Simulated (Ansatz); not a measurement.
**The polar optical mode of AlN at 15 GPa, worked through**

Method: DFT LDA, scalar-relativistic, plane waves, PAW in Ansatz. Plane waves to 420 eV; Γ-centred k mesh 10×10×10; fixed occupations. No spin polarisation. Phonons by linear response, acoustic sum rule imposed.

The cell, relaxed at 15 GPa:
```xyz
2
Lattice="0.0000 2.1259 2.1259 2.1259 0.0000 2.1259 2.1259 2.1259 0.0000" Properties=species:S:1:pos:R:3 pbc="T T T"
Al    0.0000    0.0000    0.0000
N     3.1888    3.1888    3.1888
```

Other phases may be more stable at this pressure.

Linear response gives ν_TO = 725.9 cm⁻¹, Born charges ±2.537 e (positive on Al) and ε∞ = 4.445. The primitive cell holds 19.215 Å³, and the masses are 26.982 and 14.007 amu.

Question: Find ν_LO and the static dielectric constant.

Answer: The long-wave field adds a restoring force: ω_LO² − ω_TO² = Z*²e²/(ε_vac ε∞ μV). In these units ν_LO² − ν_TO² = 4.92064×10⁷ Z*²/(μ V ε∞) cm⁻², with μ = m₁m₂/(m₁ + m₂) = 9.220 amu: 402266 cm⁻². So ν_LO = √(725.9² + 402266) = 964.0 cm⁻¹, and the run gives 964.0. Lyddane–Sachs–Teller then gives ε0 = ε∞ (ν_LO/ν_TO)² = 7.84, against 7.84 in the run (it forms both from the same three quantities, so the match checks the arithmetic only). Between ν_TO and ν_LO the dielectric function is negative and an undamped crystal reflects fully: a reststrahlen band from 10.4 to 13.8 μm.

Question: What do the Clausius–Mossotti polarisability and the Szigeti charge come to?

Answer: With the Lorentz local field, α = (3V/4π)(ε∞ − 1)/(ε∞ + 2) = 2.45 Å³ for the pair, and e_S = 3Z*/(ε∞ + 2) = 1.18 e. The Born charge includes the electrons' response to the dipole's own local field, and e_S takes that enhancement out. The Lorentz field assumes point-like polarisable ions, a poor picture once ε∞ is this large, since the electron clouds then overlap or are shared, so both numbers are formal here.

Question: How strongly does a slow electron couple to the LO mode?

Answer: For one isotropic parabolic band, Fröhlich's constant is α_F = (1/ε∞ − 1/ε0) √(m* Ry/ħω_LO), with Ry = 13.606 eV, ħω_LO = 119.5 meV and m* in free-electron masses: α_F = 0.0974 × 10.67 × √m* = 1.04 √m*. The band mass isn't part of this run; for m* = 0.1, 0.3 and 1 it gives 0.33, 0.57, 1.04. In weak coupling the polaron lies α_F ħω_LO below the band edge (68 meV at m* = 0.3) with a mass m*(1 + α_F/6); past α_F of about 5 or 6 that expansion fails. A semilocal functional's ε∞ tends to be too large, which taken alone lowers α_F.

This zinc-blende form isn't the usual stable structure of the compound at low pressure.

Cost: 1 run of about 0.18 core-minutes, on Intel Xeon Platinum 8559C (Emerald Rapids) (shared hosts).